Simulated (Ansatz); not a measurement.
Here is the system:

SiSn:
```
CELL_PARAMETERS angstrom
      3.49625     0.00000     0.00000
      0.00000     3.49625     0.00000
      0.00000     0.00000     3.49625
ATOMIC_POSITIONS crystal
  Sn 0.00000 0.00000 0.00000
  Si 0.50000 0.50000 0.50000
```

This is the PBE-relaxed structure.

Question: All from PBE (plane waves, PAW; program Ansatz), unless another level is named. Give the bulk modulus (Birch–Murnaghan fit).

Answer: 62.2 GPa.

Question: What about the elastic constants (relaxed ions, GPa)?

Answer: C11 = 52.1, C12 = 66.9, C44 = 13.2.

Question: Give the highest zone-centre frequency.

Answer: 134 cm^-1.

Space group Pm-3m (CsCl type). The cell is a constructed one: a structure type filled with these elements; neither database checked (COD, Materials Project) lists it. Its standing as an ambient phase is unchecked. The cell was relaxed with PBE under the symmetry of its start. At this level the phase is mechanically unstable. As this level gives no gap, shear constants depend on the k-mesh and smearing (Fermi–Dirac, 0.1 eV here). As this level gives no gap, phonon frequencies hold no LO–TO term and depend on the k-mesh and smearing (Fermi–Dirac, 0.1 eV here). Spin–orbit coupling is left out wherever it is not named.

Potentials: the later of the program's two PAW sets.
